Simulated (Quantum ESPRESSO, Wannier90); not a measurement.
## Wannierisation of ZnSnP$_{2}$ (chalcopyrite)

```xyz
8
Lattice="5.6475 0.0000 0.0000 0.0000 5.6475 0.0000 -2.8237 -2.8237 5.6622" Properties=species:S:1:pos:R:3 pbc="T T T"
Zn     0.0000    -2.8237     2.8311
Zn     0.0000     0.0000     0.0000
Sn    -2.8237     0.0000     2.8311
Sn     2.8237     2.8237     0.0000
P      1.2911     1.4119     1.4155
P      1.4119    -1.2911    -1.4155
P     -1.2911    -1.4119     1.4155
P     -1.4119     1.2911    -1.4155
```

Structure: Materials Project mp-4175, symmetrised, not relaxed again. Not found in the COD (Crystallography Open Database) copy used; not checked further. Level: PBEsol, no spin polarisation, no spin-orbit coupling; pw.x of Quantum ESPRESSO at 68 Ry with PseudoDojo potentials, 4×4×4 k-points, Wannier90. Density: 6×6×6 mesh, Gaussian smearing 0.01 Ry. Spin-orbit coupling is left out although heavy elements are present.

A tight-binding model is made by disentanglement and projection with no localisation steps (num_iter = 0), so the 42 orbitals stay atom-like: hydrogen-like Zn: s;p;d; Sn: s;p; P: s;p, axes along x, y, z; frozen window up to 2.26 eV relative to the valence-band maximum. It follows pw.x to 6.3 meV rms for states up to 1.8 eV relative to the valence-band maximum. Matrix elements depend on this choice of orbitals and windows.

Task: What are the on-site energies relative to the valence-band maximum, and how fast do the hoppings decay?

Result: 
```
atom  orbitals  energy (eV)
----  --------  -----------
Zn1          s         0.13
Zn1         pz         4.17
Zn1      px py         4.19
Zn1        dz2        -6.63
Zn1    dxz dyz        -6.75
Zn1     dx2-y2        -6.60
Zn1        dxy        -6.72
Zn2          s         0.13
Zn2         pz         4.17
Zn2      px py         4.19
Zn2        dz2        -6.63
Zn2    dxz dyz        -6.75
Zn2     dx2-y2        -6.60
Zn2        dxy        -6.72
Sn3          s        -4.56
Sn3         pz         2.10
Sn3      px py         2.04
Sn4          s        -4.56
Sn4         pz         2.09
Sn4      px py         2.05
P5           s        -7.35
P5          pz         0.26
P5          px         0.20
P5          py         0.23
P6           s        -7.35
P6          pz         0.26
P6          px         0.23
P6          py         0.20
P7           s        -7.35
P7          pz         0.26
P7          px         0.20
P7          py         0.23
P8           s        -7.35
P8          pz         0.26
P8          px         0.23
P8          py         0.20
```

| distance of the centres (Å) | largest modulus (eV) |
|---|---|
| 2–3 | 1.6 |
| 3–4 | 0.55 |
| 4–5 | 0.54 |
| 5–6 | 0.075 |
| 6–7 | 0.13 |
| 7–8 | 0.043 |
| 8–9 | 0.044 |
| 9–10 | 0.019 |
